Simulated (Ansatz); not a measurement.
Ti3C2O2:
```yaml
crystal:
  lattice:
    - [3.02216, 0.00000, 0.00000]
    - [-1.51108, 2.61727, 0.00000]
    - [0.00000, 0.00000, 9.98005]
  atoms:
    - { symbol: O, position: [0.00000, 0.00000, 0.65374] }
    - { symbol: Ti, position: [0.33333, 0.66667, 0.74304] }
    - { symbol: C, position: [0.66667, 0.33333, 0.87446] }
    - { symbol: Ti, position: [0.00000, 0.00000, 0.00000] }
    - { symbol: C, position: [0.33333, 0.66667, 0.12554] }
    - { symbol: Ti, position: [0.66667, 0.33333, 0.25696] }
    - { symbol: O, position: [0.00000, 0.00000, 0.34626] }
```

Relaxed with r²SCAN+D4. Special points in fractions of this cell's reciprocal vectors: Γ (0.000, 0.000, 0.000); M (0.500, 0.000, 0.000); K (0.333, 0.333, 0.000); A (0.000, 0.000, 0.500); L (0.500, 0.000, 0.500); H (0.333, 0.333, 0.500).

**Question.** List the band energies nearest the Fermi level at these points for r²SCAN+D4 in the plane-wave PAW code Ansatz.

**Answer.** In eV from the Fermi level; about four levels below and three above (degenerate sets whole), none deeper than 8.9 eV; points with the same levels are listed once.

| k | below | above |
|---|---|---|
| Γ | -3.51 -2.07 -2.07 -0.11 | 0.51 0.51 0.84 0.84 |
| M | -2.56 -1.37 -1.09 -0.08 | 1.28 2.12 2.42 |
| K | -3.55 -3.07 -3.07 -2.63 | 1.72 1.72 1.85 1.85 |
| A | -3.09 -2.08 -2.08 -0.41 | 0.53 0.53 0.84 0.84 |
| L | -2.56 -1.42 -1.09 -0.01 | 1.28 2.08 2.42 |
| H | -3.19 -3.07 -3.07 -2.85 | 1.72 1.72 1.85 1.85 |

Space group P-3m1. The start of the workflow was typed in or built on a structure type; neither database checked (COD, Materials Project) lists it. Whether it is the stable phase at ambient conditions was not checked. Symmetry was held in the r²SCAN+D4 relaxation; whether a distortion lowers the energy is not shown. The workflow began spin-polarised and lost its moments. The compound may be a true metal, but semilocal functionals without U, or a wrong spin order, can also close a gap.

Potentials: the later of the program's two PAW sets.
